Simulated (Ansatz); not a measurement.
# Elastic constants of TiAl$_{3}$ at 22 GPa (stress–strain coefficients): input and output

Theory: DFT LDA, scalar-relativistic, plane waves, PAW in Ansatz.

Launched with:
```bash
ansatz run input.yaml --threads 1 --pin off --max-ram 3072MiB --backend cpu --events-out ev --progress --plain --runs-dir out
```

Input (bare energies are in eV):
```yaml
crystal:
  lattice:
    - [3.732423605, 0.0, 0.0]
    - [0.0, 3.732423605, 0.0]
    - [0.0, 0.0, 3.732423605]
  atoms:
    - { symbol: Ti, position: [0.0, 0.0, 0.0] }
    - { symbol: Al, position: [0.5, 0.5, 0.0] }
    - { symbol: Al, position: [0.5, 0.0, 0.5] }
    - { symbol: Al, position: [0.0, 0.5, 0.5] }
basis:
  ecutwfc: 420
kpoints:
  mp_grid: { grid: [12, 12, 12] }
hamiltonian:
  xc: lda
scf:
  occupations: { method: fermi_dirac, width: 0.15 }
output:
  forces: true
  stress: true
  eigenvalues: true
elastic:
  mode: relaxed_ion
  amplitude: 0.005
  stencil: two_point
```

From the output:
```
--- Elastic constants: 2 strain directions × 2 members + reference (group order 48) ---
  dense FFT box of the reference and of every strained cell: 27×27×27
  strains applied: 11, 23; error gains: componentwise 1.00 (the most a stress slope's error grows in a printed constant), spectral 1.73 (1 for all six strains in a standard setting)
  C = ∂σ_k/∂η_j (tension-positive GPa; Voigt order 11 22 33 23 13 12):
       324.593    135.350    135.350     -0.000     -0.000     -0.000
       135.350    324.593    135.350     -0.000     -0.000     -0.000
       135.350    135.350    324.593     -0.000     -0.000     -0.000
         0.000     -0.000     -0.000    143.445      0.000      0.000
         0.000     -0.000     -0.000      0.000    143.445      0.000
         0.000     -0.000      0.000      0.000     -0.000    143.445
  reference stress σ⁰ (GPa):    -22.000    -22.000    -22.000     -0.000     -0.000      0.000
  C* (energy form; C + prestress term) asymmetry max|C*_kj − C*_jk| = 1.137e-13 GPa — a small one proves nothing (zero by symmetry where the batch's group is 432, −43m or m−3m); a large one is finite-difference/SCF noise where every solve ...
  moduli (Voigt/Reuss/Hill, GPa): K = 198.43/198.43/198.43   G = 123.92/118.90/121.41   E = 302.53   ν = 0.246
  mechanically stable: yes (min eigenvalue of sym C = 143.45 GPa)
  strain η (Voigt 11):  stress-route row diagonal C_11 = 324.59 GPa, energy-path curvature d²(F+E_count+ΔE)/dδ²/Ω₀ = 324.58 GPa
         δ    σ_11 (GPa) F (eV) n_scf n_hpsi n_pw
    -5.000e-3     -23.6427       -3990.0682412       7   54394   1032   relax 0 steps, max|allowed force component| 9.86e-32 eV/Å
     5.000e-3     -20.3967       -3990.1396570       5   43786   1064   relax 0 steps, max|allowed force component| 1.61e-30 eV/Å
  strain η (Voigt 23):  stress-route row diagonal C_44 = 143.45 GPa, energy-path curvature d²(F+E_count+ΔE)/dδ²/Ω₀ = 154.44 GPa
         δ    σ_23 (GPa) F (eV) n_scf n_hpsi n_pw
    -5.000e-3      -0.7172       -3990.1046456       7   88470   1056   relax 0 steps, max|allowed force component| 1.58e-30 eV/Å
     5.000e-3       0.7172       -3990.1046456       5   66257   1056   relax 0 steps, max|allowed force component| 7.89e-31 eV/Å
```

It took 110 s on 1 thread of Intel(R) Xeon(R) Processor @ 2.50GHz (Skylake/Cascade Lake), with other jobs on the host, peak memory 0.53 GiB.

In a metal, frequencies and elastic constants depend on the k mesh and the smearing, soft modes and shear constants most. Other phases may be more stable at this pressure.

This form isn't the usual stable structure of the compound at low pressure.